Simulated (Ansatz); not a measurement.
The start is a generated cell, AlN placed in the zincblende structure type. A full variable-cell relaxation at zero pressure is run with r2SCAN (plane waves to 500 eV, PAW, scalar-relativistic; Ansatz, a first-principles code). First-step values are on the input's coarse k-mesh.

Ansatz input (later rounds restart from its end on a renewed k-mesh):
Ansatz 0.2 input:
```yaml
crystal:
  lattice:
    - [0, 2.225007, 2.225007]
    - [2.225007, 0, 2.225007]
    - [2.225007, 2.225007, 0]
  atoms:
    - { symbol: N, position: [0.75, 0.75, 0.75] }
    - { symbol: Al, position: [0, 0, 0] }
basis: { ecutwfc: 500, ecutrho_ratio: 4, xc_grid: 4, fft_grid_basis: typed }
kpoints: { mp_grid: { grid: [9, 9, 9] } }
hamiltonian:
  xc: r2scan
  dispersion: none
  pseudopotentials: { kind: paw }
scf: { occupations: { method: fermi_dirac, width: 0.05 } }
relax: { f_tol: 0.01, max_steps: 100, cell: { stress_tol: 0.02 } }
output: { forces: true, stress: true }
```

Question: How large is the pressure on the unrelaxed cell, and of which sign?

Answer: -10.3 GPa (negative: the cell is under tension).

Question: How do the shortest distances between atoms change?

Answer: The closest pairs of elements (up to four, under 3.6 Å), start → end: Al–N 1.93 → 1.89 Å; N–N 3.15 → 3.09 Å; Al–Al 3.15 → 3.09 Å.

Question: What band gap does the relaxed structure have at this level?

Answer: 3.94 eV, indirect (valence top at or next to Γ, conduction bottom at X) (no spin-orbit coupling).

The space group stays F-43m (No. 216) (the run could not lower it); the end is zinc blende type, with 2 atoms in the primitive cell. Final values are on a 13×13×13 k-mesh of the relaxed cell. No spin polarisation in the result.

The run could not lose the symmetry of its start.

All atoms sit on sites fixed by symmetry, so only the cell could relax.
